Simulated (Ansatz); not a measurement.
ZnAg (CsCl type)

```xyz
4
Lattice="6.1537 0.0000 0.0000 3.0769 3.0769 0.0000 0.0000 0.0000 3.0769" Properties=species:S:1:pos:R:3 pbc="T T T"
Zn     7.6921     1.5384     1.5384
Zn     4.6153     1.5384     1.5384
Ag     0.0000     0.0000     0.0000
Ag     3.0769     0.0000     0.0000
```

The atoms are displaced by Q × the pattern below (from a DFPT mode at M = (0.5, 0.5, 0.0), largest move 1; Q in Å), at fixed cell. (q is in reciprocal vectors of the primitive cell; the cell shown is doubled to hold the pattern.)

```json
[
 {"atom": "Zn1", "x": "0.000", "y": "0.000", "z": "-1.000"},
 {"atom": "Zn2", "x": "0.000", "y": "0.000", "z": "1.000"}
]
```

Atoms not listed stay in place.

Level of theory: LDA (plane waves to 420 eV, PAW, scalar-relativistic; Ansatz, a program for electronic structure). k mesh 15×15×15 (Γ-centred), Fermi-Dirac smearing 0.05 eV. With partly filled bands, energies and forces of such displacements shift with the k mesh and the smearing. ZnAg was relaxed with its symmetry unable to fall. 

```json
[
 {"Q (Å)": "-0.180", "−dE/dQ from forces (eV/Å)": "1.706"},
 {"Q (Å)": "-0.150", "−dE/dQ from forces (eV/Å)": "1.426"},
 {"Q (Å)": "-0.120", "−dE/dQ from forces (eV/Å)": "1.144"},
 {"Q (Å)": "-0.090", "−dE/dQ from forces (eV/Å)": "0.860"},
 {"Q (Å)": "-0.060", "−dE/dQ from forces (eV/Å)": "0.574"},
 {"Q (Å)": "-0.030", "−dE/dQ from forces (eV/Å)": "0.287"},
 {"Q (Å)": "0.000", "−dE/dQ from forces (eV/Å)": "0.000"},
 {"Q (Å)": "0.030", "−dE/dQ from forces (eV/Å)": "-0.287"},
 {"Q (Å)": "0.060", "−dE/dQ from forces (eV/Å)": "-0.574"},
 {"Q (Å)": "0.090", "−dE/dQ from forces (eV/Å)": "-0.860"},
 {"Q (Å)": "0.120", "−dE/dQ from forces (eV/Å)": "-1.144"},
 {"Q (Å)": "0.150", "−dE/dQ from forces (eV/Å)": "-1.426"},
 {"Q (Å)": "0.180", "−dE/dQ from forces (eV/Å)": "-1.706"}
]
```

What harmonic wavenumber does the curvature at Q = 0 give?

141 cm⁻¹. E″ = 9.58 eV/Å², M = Σ mᵢ|uᵢ|² = 130.8 u, ν̃ = 521.5·√(|E″|/M).

(A displaced cell: forces are minus the slopes of the energy, force constants its curvatures, and phonons follow from these.)
